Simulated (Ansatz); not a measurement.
The calculation used DFT PBE, scalar-relativistic, plane waves, PAW (Ansatz). All cells share a 420 eV cutoff and Γ-centred k meshes spaced at most about 0.3 Å⁻¹ (about 0.25 or finer for metals, 2π included). No spin polarisation in the final relaxations.

Temperature and zero-point effects are left out.

Two forms of Zr4H were relaxed alike.

1. Space group Im-3m (No. 229), cubic, a = 5.831 Å. Zr is surrounded by 2 H at 2.52 Å and 6 Zr at 2.92 Å; around H lie 8 Zr at 2.52 Å.

2. Space group Amm2 (No. 38), orthorhombic, a = 6.656 Å, b = 7.811 Å, c = 7.347 Å. Zr on its first site has 1 H at 2.20 Å, 11 Zr at 3.14–3.42 Å and 2 Zr at 3.71 Å; Zr on its second site has 1 H at 2.03 Å, 11 Zr at 3.11–3.50 Å, 1 H at 3.40 Å and 2 Zr at 3.70 Å; Zr on its third site is surrounded by 1 H at 2.46 Å, 10 Zr at 3.11–3.24 Å, 1 H at 3.45 Å and 1 Zr at 3.51 Å; around Zr on its fourth site lie 1 H at 2.03 Å, 1 H at 2.18 Å, 10 Zr at 3.14–3.24 Å and 1 Zr at 3.45 Å; around H on its first site lie 4 Zr at 2.03 Å; 1 more site not described.

Question: Which would you expect to be lower, and how large is the difference?

Answer: Cell 2 is lower, by 0.71 eV/atom. Cell 1 has space group Im-3m (No. 229), 19.8 Å³/atom and no gap on its mesh; cell 2 has space group Amm2 (No. 38), 19.1 Å³/atom and no gap. Counting Zr atoms around H (those within 1.25 times the shortest such distance or 1.15 times the sum of covalent radii, 1.27 where that leaves under three; a plus sign parts nearer from farther groups; a slash parts the counts of unlike sites), cell 1 has H 8 and cell 2 has H 4/4+2. The denser one is the lower, and pressure would at first widen the difference. Both come from invented guesses.

With hydrogen, zero-point motion can shift such differences by 10 meV/atom or more. Cells relaxed within their symmetry can be saddle points. The Amm2 cell of Zr4H came from shaking the Im-3m one.
